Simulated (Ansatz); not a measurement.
Problem. Name crystals whose computed values (DFT-r²SCAN+D4 in the program Ansatz with PAW potentials) fall in these windows: HSE06 gap (eV) 1.1 to 1.5; gap (eV) 0.85 to 1.1; electron conductivity mass (mₑ) 0.30 to 0.41.

Solution. 

```tsv
crystal	HSE06 gap (eV)	gap (eV)	electron conductivity mass (mₑ)
SnSe2, CdI2 type	1.30	0.96	0.34
PtS2, CdI2 type	1.35	0.87	0.31
```
Others may fit too.

All cells were relaxed under the symmetry of their starts (and spin orders); stability against distortions was not tested throughout. Rows with no word on spin ran without spin polarisation. Spin–orbit coupling is left out wherever it is not named.

Potentials: the later of the program's two PAW sets.
